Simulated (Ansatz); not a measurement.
SiC:
```
CELL_PARAMETERS angstrom
      0.00000     2.18987     2.18987
      2.18987     0.00000     2.18987
      2.18987     2.18987     0.00000
ATOMIC_POSITIONS crystal
  C  0.75000 0.75000 0.75000
  Si 0.00000 0.00000 0.00000
```

Relaxed with PBE. PBE in the plane-wave PAW code Ansatz gives a gap of 1.37 eV.

Question: What gap does HSE06 give on the same cell (Ansatz, PAW)?

Answer: 2.24 eV, 0.86 eV more. The hybrid was solved on a coarser mesh and at special points; its gap is the smallest among all of these.

```csv
k,v1 PBE,c1 PBE,v1 HSE06,c1 HSE06
Γ,0.00,6.04,…,…
X,-3.16,1.37,-3.46,2.24
L,-1.05,5.29,…,…
W,-4.63,5.19,…,…
K,-2.57,3.10,…,…
```

Question: Top valence (v1) and lowest conduction level (c1) in eV from each method's valence maximum (which need not be a listed point): supply the withheld HSE06 values.

Answer: 
- W, v1 HSE06: -4.99
- W, c1 HSE06: 6.30
- Γ, v1 HSE06: 0.00
- Γ, c1 HSE06: 7.33
- L, v1 HSE06: -1.15
- L, c1 HSE06: 6.48
- K, v1 HSE06: -2.82
- K, c1 HSE06: 4.07

Cost on shared cores: the PBE run (SCF on a 11×11×11 mesh, then bands and DOS) roughly 8 core-seconds, the HSE06 run (SCF on 8×8×8, then a few points) around 40 core-seconds (rough); the tasks are unlike.

Space group F-43m (zinc blende). The PBE relaxation kept the symmetry of its start; phonons on a q-mesh show no instability.

Potentials: the later of the program's two PAW sets.
